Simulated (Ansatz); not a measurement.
## Elastic constants of TiRh₃ at 5 GPa (stress–strain coefficients): input and output

Method: Ansatz 0.2.0, DFT LDA, scalar-relativistic, plane waves, PAW.

Launched with:
```bash
ansatz run input.yaml --threads 1 --pin off --max-ram 3072MiB --backend cpu --events-out ev --progress --plain --runs-dir out
```

Input (bare energies are in eV):
```yaml
crystal:
  lattice:
    - [3.7511335183, 0.0, 0.0]
    - [0.0, 3.7511335183, 0.0]
    - [0.0, 0.0, 3.7511335183]
  atoms:
    - { symbol: Ti, position: [0.0, 0.0, 0.0] }
    - { symbol: Rh, position: [0.0, 0.5, 0.5] }
    - { symbol: Rh, position: [0.5, 0.0, 0.5] }
    - { symbol: Rh, position: [0.5, 0.5, 0.0] }
basis:
  ecutwfc: 420
kpoints:
  mp_grid: { grid: [12, 12, 12] }
hamiltonian:
  xc: lda
scf:
  occupations: { method: fermi_dirac, width: 0.15 }
output:
  forces: true
  stress: true
  eigenvalues: true
elastic:
  mode: relaxed_ion
  amplitude: 0.005
  stencil: two_point
```

From the output:
```
--- Elastic constants: 2 strain directions × 2 members + reference (group order 48) ---
  dense FFT box of the reference and of every strained cell: 27×27×27
  strains applied: 11, 23; error gains: componentwise 1.00 (the most a stress slope's error grows in a printed constant), spectral 1.73 (1 for all six strains in a standard setting)
  C = ∂σ_k/∂η_j (tension-positive GPa; Voigt order 11 22 33 23 13 12):
       432.575    232.708    232.708     -0.000     -0.000     -0.000
       232.708    432.575    232.708     -0.000     -0.000     -0.000
       232.708    232.708    432.575     -0.000     -0.000     -0.000
        -0.000     -0.000     -0.000    206.999      0.000      0.000
        -0.000     -0.000      0.000      0.000    206.999     -0.000
        -0.000      0.000      0.000      0.000     -0.000    206.999
  reference stress σ⁰ (GPa):     -4.987     -4.987     -4.987     -0.000      0.000     -0.000
  C* (energy form; C + prestress term) asymmetry max|C*_kj − C*_jk| = 5.684e-14 GPa — a small one proves nothing (zero by symmetry where the batch's group is 432, −43m or m−3m); a large one is finite-difference/SCF noise where every solve ...
  moduli (Voigt/Reuss/Hill, GPa): K = 299.33/299.33/299.33   G = 164.17/144.90/154.54   E = 395.54   ν = 0.280
  mechanically stable: yes (min eigenvalue of sym C = 199.87 GPa)
  strain η (Voigt 11):  stress-route row diagonal C_11 = 432.57 GPa, energy-path curvature d²(F+E_count+ΔE)/dδ²/Ω₀ = 432.55 GPa
         δ    σ_11 (GPa) F (eV) n_scf n_hpsi n_pw
    -5.000e-3      -7.1817      -21288.9761613      10  141909   1064   relax 0 steps, max|allowed force component| 9.55e-29 eV/Å
     5.000e-3      -2.8560      -21288.9926340       7  105506   1064   relax 0 steps, max|allowed force component| 1.34e-29 eV/Å
  strain η (Voigt 23):  stress-route row diagonal C_44 = 207.00 GPa, energy-path curvature d²(F+E_count+ΔE)/dδ²/Ω₀ = 209.47 GPa
         δ    σ_23 (GPa) F (eV) n_scf n_hpsi n_pw
    -5.000e-3      -1.0350      -21288.9853145       8  198784   1064   relax 0 steps, max|allowed force component| 3.71e-29 eV/Å
     5.000e-3       1.0350      -21288.9853145       7  162201   1064   relax 0 steps, max|allowed force component| 6.31e-30 eV/Å
```

Time: 100 s on 1 thread of Arm Neoverse V2 (shared host), peak memory 0.73 GiB.

In a metal, frequencies and elastic constants depend on the k mesh and the smearing, soft modes and shear constants most. Other phases may be more stable at this pressure.